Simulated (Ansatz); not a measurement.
Consider the following.

GeW:
```xyz
2
Lattice="3.1129 0.0000 0.0000 0.0000 3.1129 0.0000 0.0000 0.0000 3.1129" Properties=species:S:1:pos:R:3 pbc="T T T"
W      0.0000     0.0000     0.0000
Ge     1.5565     1.5565     1.5565
```

This is the r²SCAN-relaxed structure.

Q: All from plane-wave PAW r²SCAN (Ansatz code), unless another level is named. Give the electronic character.

A: metallic (no gap).

Q: Predict the density of states at the Fermi level.

A: 0.92 states/eV per atom (mean over ±0.08 eV).

Q: What about the formation energy from the elements (no fitted shifts)?

A: 503 meV/atom.

Space group Pm-3m (CsCl type). The cell is a constructed one: a structure type filled with these elements; neither database checked (COD, Materials Project) lists it. Whether it is the stable phase at ambient conditions was not checked. The cell was relaxed with r²SCAN under the symmetry of its start; its stability against distortions is not shown here. No spin polarisation was allowed. The references are the lowest solids computed at this level, not always the standard phases. Spin–orbit coupling is left out wherever it is not named.

Potentials: the later of the program's two PAW sets.
